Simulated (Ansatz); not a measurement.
Data:

MgPt3:
```yaml
crystal:
  lattice:
    - [3.90949, 0.00000, 0.00000]
    - [0.00000, 3.90949, 0.00000]
    - [0.00000, 0.00000, 3.90949]
  atoms:
    - { symbol: Mg, position: [0.00000, 0.00000, 0.00000] }
    - { symbol: Pt, position: [0.50000, 0.50000, 0.00000] }
    - { symbol: Pt, position: [0.00000, 0.50000, 0.50000] }
    - { symbol: Pt, position: [0.50000, 0.00000, 0.50000] }
```

This is the PBEsol-relaxed structure.

All from plane-wave PAW PBEsol (Ansatz code), unless another level is named. Estimate the density of states at the Fermi level.

0.99 states/eV per atom (mean over ±0.08 eV).

Give the formation energy from the elements (no fitted shifts).

-571 meV/atom.

Predict the gap with spin–orbit coupling.

none (metallic).

Space group Pm-3m (Cu3Au type). The workflow started from an entry of the Crystallography Open Database (COD); the relaxed space group is not among those it files for this formula. COD files the formula under space group No. 123, so this cell is another polymorph or a model. Its standing as an ambient phase is unchecked. Symmetry was held in the PBEsol relaxation; of distortions, only those at the zone centre were tested. The run is not spin-polarised. The references are the lowest solids computed at this level, not always the standard phases. Scalar-relativistic: spin–orbit coupling is off unless named, which matters more the heavier the elements.

Potentials: the later of the program's two PAW sets.
